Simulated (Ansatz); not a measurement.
# Fe2O3 (R-3c)

These are results of Ansatz 0.2.0, DFT PBE+U, scalar-relativistic, plane waves, PAW, not measurements.

Settings: cutoff 420 eV, Γ-centred mesh 6×6×6 on the computed 10-atom cell, Gaussian smearing of 0.02 eV; U_eff Fe 5.30 eV on the d shells (Löwdin-orthogonalised atomic orbitals); collinear spin from starting moments 4.39 4.39 4.39 4.39 0.41 0.41 0.41 0.41 0.41 0.41 μB.

The structure is relaxed at this level of theory with its symmetry kept.

It takes space group R-3c (No. 167, trigonal). The conventional cell has a = 5.175 Å, b = 5.175 Å, c = 13.944 Å, α = 90.00°, β = 90.00°, γ = 120.00°. Fe (site symmetry 3) is surrounded by 6 O at 2.01 to 2.14 Å. O (site symmetry 2) has 4 Fe at 2.01 to 2.14 Å as nearest neighbours.

* Volume per atom: 10.78 Å³
* Kohn–Sham band gap: 1.48 eV, indirect from Γ to (0.354, -0.323, 0.323) (the valley at S0 lies within 0.03 eV, so the order isn't resolved)
* Löwdin character of the top 1 eV of the valence band: O 2p 89 %, Fe 3d 10 %
* Löwdin character of the lowest 1 eV of the conduction band: Fe 3d 91 %
* Electron masses at the edge by Cartesian direction of the computed cell, whose vectors are (4.482, -2.588, -0.001), (4.482, 2.588, -0.001), (-2.987, 0.000, 4.649) Å (m_e; degenerate bands sorted by energy; no spin-orbit coupling): x: 1.8; y: 2.5; z: 2.8
* Hole masses at the edge by Cartesian direction of the computed cell, whose vectors are (4.482, -2.588, -0.001), (4.482, 2.588, -0.001), (-2.987, 0.000, 4.649) Å (m_e; degenerate bands sorted by energy; no spin-orbit coupling): x: 1.1, 1.1; y: 2.8, 0.68; z: 2.8, 2.8
* Bader charges (e): Fe (4 in the cell) 1.88, O (6 in the cell) -1.25
* Total moment: 20.00 μB per cell
* Site moments (μB; atoms counted from 1 over the whole cell): Fe (atom 1) 3.99, Fe (atom 2) 3.99, Fe (atom 3) 3.99, Fe (atom 4) 3.99, O (atom 5) 0.37, O (atom 6) 0.37, O (atom 7) 0.37, O (atom 8) 0.37, O (atom 9) 0.37, O (atom 10) 0.37

The state reached may not be the lowest one. The run saw a state lower than the one given here.

Only this magnetic start was tried.

Cost: 3 runs of about 13 core-minutes in all, on Arm Neoverse V1 (shared hosts).